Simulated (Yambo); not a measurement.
## Optical response of KOH

```xyz
12
Lattice="5.6468 0.0000 0.0000 0.0000 3.9683 0.0000 -3.0203 0.0000 7.2478" Properties=species:S:1:pos:R:3 pbc="T T T"
H     -0.4269     1.5377     1.9247
H      3.0534     2.4306     5.3231
H      4.5636     3.5218     1.6992
H     -1.9371     0.4465     5.5486
O      0.3028     0.9085     2.0830
O      2.3237     3.0598     5.1648
O      3.8338     2.8927     1.5409
O     -1.2073     1.0756     5.7069
K      2.7541     0.9777     3.1515
K     -0.1276     2.9906     4.0962
K      1.3826     2.9618     0.4723
K      1.2439     1.0065     6.7754
```

Yambo, RPA with local fields on PBEsol bands; 4×4×2 mesh, 127 bands, 3 Ry local-field block, 0.2 eV broadening; field along z.

```
E (eV)  Im ε  Re ε  Im ε, independent particles
------  ----  ----  ---------------------------
0.0     0.00  2.40                         0.00
0.4     0.00  2.40                         0.00
0.8     0.01  2.41                         0.01
1.1     0.01  2.42                         0.01
1.5     0.01  2.44                         0.01
1.9     0.02  2.46                         0.02
2.2     0.02  2.50                         0.02
2.6     0.03  2.54                         0.03
3.0     0.04  2.60                         0.04
3.4     0.05  2.68                         0.06
3.8     0.09  2.79                         0.09
4.1     0.23  2.97                         0.25
4.5     0.35  2.86                         0.37
4.9     0.54  3.08                         0.58
5.2     0.52  3.06                         0.58
5.6     0.78  3.15                         0.87
6.0     1.40  3.12                         1.60
6.4     1.28  2.66                         1.45
6.8     1.37  2.90                         1.65
7.1     1.76  2.89                         2.18
7.5     2.16  2.33                         2.54
7.9     2.35  1.99                         2.66
8.2     2.20  1.21                         2.21
8.6     1.45  1.07                         1.51
9.0     1.18  1.01                         1.16
9.4     0.89  1.30                         0.92
9.8     0.92  1.55                         1.00
10.1    0.97  1.44                         1.05
10.5    1.06  1.52                         1.22
10.9    1.09  1.40                         1.26
11.2    0.96  1.24                         1.09
11.6    0.76  1.39                         0.93
12.0    0.99  1.49                         1.20
12.4    0.94  1.28                         1.05
12.8    0.76  1.31                         0.89
13.1    0.71  1.45                         0.90
13.5    0.84  1.59                         1.10
13.9    0.96  1.40                         1.17
14.2    0.93  1.43                         1.12
14.6    0.96  1.20                         1.06
15.0    0.69  1.29                         0.78
15.4    0.80  1.50                         0.96
15.8    1.01  1.38                         1.13
16.1    0.85  1.21                         0.89
16.5    0.73  1.24                         0.75
16.9    0.70  1.39                         0.79
17.2    0.89  1.45                         1.05
17.6    0.85  1.34                         1.24
18.0    0.80  1.37                         1.73
18.4    0.95  1.39                         2.19
18.8    0.96  1.29                         1.89
19.1    0.89  1.17                         1.80
19.5    0.83  1.24                         1.67
19.9    0.79  1.31                         1.79
```

Peak heights and small wiggles depend on the k mesh. Convergence of the RPA response with its 4×4×2 mesh was not tested. No excitonic effects at this level.

Geometry of the Materials Project entry, not relaxed at this level.
